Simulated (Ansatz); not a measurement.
**NaFeO2-type RbLuS2**

Computed with Ansatz (plane waves, PAW, 420 eV cutoff): PBEsol, scalar-relativistic, no spin polarisation, Γ-centred 10×10×10 mesh, 0.05 eV Gaussian smearing. The datasets are Ansatz's generated set soft_2.

```xyz
4
Lattice="1.9660 1.1351 7.5447 -1.9660 1.1351 7.5447 0.0000 -2.2702 7.5447" Properties=species:S:1:pos:R:3 pbc="T T T"
Rb    0.0000    0.0000   11.3171
Lu    0.0000    0.0000    0.0000
S     0.0000    0.0000    6.1055
S     0.0000    0.0000   16.5287
```

The start was a prototype's sites filled with these elements; the Crystallography Open Database holds the compound in this structure.

Cell and atoms are those of this level's equilibrium.

The cell has space group R-3m (read at 0.01 Å). In it the stress is 0.01, 0.01, 0.01, 0.00, 0.00, 0.00 GPa and the largest force component 0.000 eV/Å. Each change below starts from this cell, without further relaxation. Stress is in GPa, positive in compression, in the order xx, yy, zz, yz, xz, xy; energies are counted from the cell above.

**Question.** What happens when atom 2 (Lu) is moved by 0.05 Å along x?

**Answer.** The energy changes by 5.9 meV per cell, and the force on it along the shift is -0.236 eV/Å (−F/u = 4.71 eV/Å²). Stress: 0.07, 0.03, 0.05, 0.04, 0.00, 0.00. The gap on the mesh goes from 2.07 eV to 2.08 eV.
| atom | Fx (eV/Å) | Fy | Fz |
| --- | --- | --- | --- |
| Rb1 | 0.005 | 0.000 | 0.000 |
| Lu2 | -0.236 | 0.000 | 0.000 |
| S3 | 0.115 | -0.009 | -0.010 |
| S4 | 0.115 | 0.009 | 0.010 |
In a harmonic crystal the energy would rise by −½F·u = ½ × 4.71 × 0.05² eV = 5.9 meV, which matches.

**Question.** What stress follows from an engineering strain of 2 % in yy, atoms carried along?

**Answer.** -0.58, -1.95, -0.68, 0.25, 0.00, 0.00 GPa; the energy changes by 12.4 meV per cell. The gap on the mesh goes from 2.07 eV to 2.10 eV.
```tsv
atom	Fx (eV/Å)	Fy	Fz
Rb1	0.000	0.000	0.000
Lu2	0.000	0.000	0.000
S3	0.000	-0.022	0.093
S4	0.000	0.022	-0.093
```
The change of the stress over the strain gives a clamped-atom stiffness of about 98 GPa for this component, a secant value that lies under the elastic constant in tension and over it in compression, by several per cent for each per cent of strain.
In a harmonic crystal the energy would rise by V(½Cε² − σ₀ε), with σ₀ the stress of the unstrained cell, = 12.2 meV, which matches.

Kohn–Sham gaps of semilocal functionals lie under measured ones, often by a third or more. Scalar-relativistic only: spin–orbit splittings of the heavy atoms' levels are missing. The relaxed cell is 4 % smaller in volume than the cell of this structure in the Crystallography Open Database (26.25 Å³/atom, 1996).
